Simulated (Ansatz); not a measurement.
## Structure relaxation, Al

The start is a relaxed Al cell, doubled along one cell vector, shaken by Gaussian noise of σ = 0.08 Å a coordinate. The structure is fully relaxed (lattice and positions, P = 0) with r2SCAN (plane waves to 500 eV, PAW, scalar-relativistic; Ansatz, a first-principles code). The first steps use a coarse 4×7×12 k-mesh.

Input geometry:
```yaml
crystal:
  lattice:
    - [10.79258, 0.00000, 0.00000]
    - [-2.69815, 4.67332, 0.00000]
    - [0.00000, 0.00000, 2.70696]
  atoms:
    - { symbol: Al, position: [0.24154, 0.99299, 0.98715] }
    - { symbol: Al, position: [0.74950, 0.00739, 0.00575] }
    - { symbol: Al, position: [0.98967, 0.52046, 0.01939] }
    - { symbol: Al, position: [0.52447, 0.54413, 0.97374] }
    - { symbol: Al, position: [0.25650, 0.50817, 0.04448] }
    - { symbol: Al, position: [0.75238, 0.47079, 0.02319] }
```

Q: What is the largest force in the starting geometry, and on which atom (counted from 1)?

A: 1.83 eV/Å, on Al6 (atoms numbered as listed).

Q: How does the volume per atom move from start to end?

A: -30.1 %, from 22.76 to 15.90 Å³/atom.

Q: Does it find its way back to the structure it was made from?

A: It does not go back: it reaches Fm-3m (No. 225), fcc (Cu type), 0.56 eV/atom below the parent.

Q: Is the relaxed structure metallic? Give its gap.

A: Zero (metallic).

Q: Write out the relaxed structure.

A: 
Space group Fm-3m (No. 225); a = b = c = 3.991 Å, α = β = γ = 90.00°

```
atom  site  symmetry       x       y       z
----  ----  --------  ------  ------  ------
Al      4a      m-3m  0.0000  0.0000  0.0000
```
(The calculation used a cell of 1 atom; values per cell refer to that cell.)

Final values are on a 20×20×20 k-mesh of the relaxed cell. No spin polarisation in the result.

Of the parent cell (P6/mmm (No. 191)): it is a generated cell of Al: the first start was made by a random draw of sites in a space group, and the end was not matched to a known phase here, so it may be hypothetical. Known forms of Al include space group No. 225.
